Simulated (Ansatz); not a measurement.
# Straining Zn

Level of theory: DFT r2SCAN, scalar-relativistic, plane waves, PAW in Ansatz. Settings: 500 eV cutoff, 24×24×10 k-mesh, Gaussian smearing of 0.10 eV, no spin polarisation.

The relaxed crystal:

```xyz
2
Lattice="2.5953 0.0000 0.0000 -1.2976 2.2476 0.0000 0.0000 0.0000 4.9907" Properties=species:S:1:pos:R:3 pbc="T T T"
Zn    0.0000    1.4984    1.2477
Zn    1.2976    0.7492    3.7430
```

Deformation: uniaxial strain along a, with the lengths of b and c and the atoms relaxed and the angles held, all within the symmetry that the strain leaves. Energies are extrapolated to zero smearing. Stress is positive in compression, on the Cartesian axes of the cell above. On this cell's mesh the reference holds a stress of up to 0.33 GPa.

```csv
strain (%),ΔE (meV/atom),a (Å),b (Å),c (Å),σxx (GPa),σyy (GPa),σzz (GPa),σyz (GPa),σxz (GPa),σxy (GPa)
-2.0,?,2.543,?,?,?,?,?,?,?,?
-1.0,1.2,2.569,2.595,4.987,2.60,0.00,-0.01,0.00,0.00,0.03
+0.0,0.0,2.595,2.595,4.991,0.25,0.25,-0.33,0.00,0.00,0.00
```

Fill in the row at -2.0 %.

ΔE 4.7 meV/atom; b 2.591 Å; c 5.010 Å; σxx 4.92 GPa; σyy -0.01 GPa; σzz 0.00 GPa; σyz 0.00 GPa; σxz 0.00 GPa; σxy -0.02 GPa.